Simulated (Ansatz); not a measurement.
Method: PBE, no spin polarisation; PAW, plane waves to 420 eV, 7×7×7 Γ-centred mesh, gaussian occupations (width 0.2067 eV) (Ansatz 0.2.0), atoms fixed.

Computed maps in the lattice plane spanned by a (left to right, 5.78 Å, 18 points from zero) and b (bottom to top, 5.78 Å, 18 points from zero), 90° apart, at height 0.000 along c. The fields are smooth PAW ones with compensation charges, not the true ones near nuclei.

Valence density. Digits on a logarithmic scale: 0 up to 0.03 e/Å³, each further digit a factor of 1.6, 9 from 1.3 e/Å³ up:
```
998543210000124589
986543221011234568
655444322222334455
444444433333344444
223344455554444433
112334567766544322
001234679997653221
001235699999753210
000235799999753200
001235799999653210
012235679997643210
122344566776543321
233444445555444332
444444333333444444
655443322222344455
986543211012234568
998542100001234589
999642100000124699
```

ELF. Ten even steps from '0' (0.00) to '9' (0.51):
```
002344210000134320
123466521001245432
334699642112478643
345899754444589964
234788887777789964
112457977677987652
001247764346785421
000147740004774210
000147630003674100
001247740004774100
012458764346774210
125678977677975421
246998777778888743
346998544445799854
334687421124699643
123454210012566432
002343100001244320
001332100000123310
```

Problem. The cell is ZnSbP₂. Which atoms lie within 0.2 Å of this plane, and where (fractions of a and b)?

Solution. Sb at (0.50, 0.50), Zn at (0.00, 0.00). The whole cell:
```
CELL_PARAMETERS angstrom
0.00000 5.78436 0.00000
5.78436 0.00000 0.00000
2.89218 2.89218 -5.69961
ATOMIC_POSITIONS crystal
Sb 0.50000 0.50000 0.00000
Sb 0.25000 0.75000 0.50000
Zn 0.00000 0.00000 0.00000
Zn 0.75000 0.25000 0.50000
P 0.37500 0.38900 0.75000
P 0.61100 0.12500 0.25000
P 0.87500 0.86100 0.75000
P 0.13900 0.62500 0.25000
```

Origin: a known structure type with other elements, at an estimated volume, so it need not be a known compound. Caveats: many states at the Fermi level without spin polarisation, so a magnetic state may lie lower; atoms or cell far from equilibrium; wide smearing.
